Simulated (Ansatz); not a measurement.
LaN (zinc blende, F-43m) under volume change, DFT-PBE in the program Ansatz with PAW potentials, scaled uniformly.

```json
[
 {"V (Å³/atom)": "20.116", "E − E(relaxed) (meV/atom)": "55.6", "P (GPa)": "9.63"},
 {"V (Å³/atom)": "20.779", "E − E(relaxed) (meV/atom)": "23.5", "P (GPa)": "5.96"},
 {"V (Å³/atom)": "21.442", "E − E(relaxed) (meV/atom)": "5.6", "P (GPa)": "2.77"},
 {"V (Å³/atom)": "22.106", "E − E(relaxed) (meV/atom)": "0.0", "P (GPa)": "0.00"},
 {"V (Å³/atom)": "22.769", "E − E(relaxed) (meV/atom)": "___", "P (GPa)": "___"},
 {"V (Å³/atom)": "23.432", "E − E(relaxed) (meV/atom)": "___", "P (GPa)": "___"},
 {"V (Å³/atom)": "24.095", "E − E(relaxed) (meV/atom)": "42.1", "P (GPa)": "-6.33"}
]
```

Question: Some entries are withheld; supply them.

Answer: 
- 22.769, E − E(relaxed) (meV/atom): 5.1
- 22.769, P (GPa): -2.41
- 23.432, E − E(relaxed) (meV/atom): 19.6
- 23.432, P (GPa): -4.51

Question: What does a third-order Birch–Murnaghan fit give for V₀, B₀ and B′?

Answer: V₀ = 22.11 Å³/atom, B₀ = 86.1 GPa, B′ = 3.6.

The start of the workflow was typed in or built on a structure type; neither database checked (COD, Materials Project) lists it. COD files the formula under space group No. 225, so this cell is another polymorph or a model. Its standing as an ambient phase is unchecked. The PBE relaxation kept the symmetry of its start; whether a distortion lowers the energy is not shown. Scalar-relativistic: spin–orbit coupling is off unless named, which matters more the heavier the elements.

Potentials: the earlier of the program's two PAW sets.
